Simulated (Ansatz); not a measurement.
Values for one crystal, relaxed and computed with DFT-r²SCAN in the program Ansatz with PAW potentials; other levels are named.

Volume per atom: 14.04 Å³
Electronic character: metallic (no gap)
Formation energy from the elements (no fitted shifts): -0.13 eV/atom
Density of states at the Fermi level: 0.41 states/eV per atom (mean over ±0.08 eV)

**Question.** Which of these materials gives this?
A. MgCu2, cubic Laves (MgCu2 type)
B. ScAl3, I4/mmm (Al on 2b, Al on 4d, Sc on 2a)
C. YRh2, cubic Laves (MgCu2 type)
D. PmMg, CsCl type

**Answer.** A, MgCu2, cubic Laves (MgCu2 type)

Space group Fd-3m (cubic Laves (MgCu2 type)). The first step of the workflow began from a Materials Project structure, measured or hypothetical; the Crystallography Open Database files this formula in space group No. 227, but the cells were not matched. Its standing as an ambient phase is unchecked. Symmetry was held in the r²SCAN relaxation; its stability against distortions is not shown here. No spin polarisation was allowed. The references are the lowest solids computed at this level, not always the standard phases.

Potentials: the later of the program's two PAW sets.
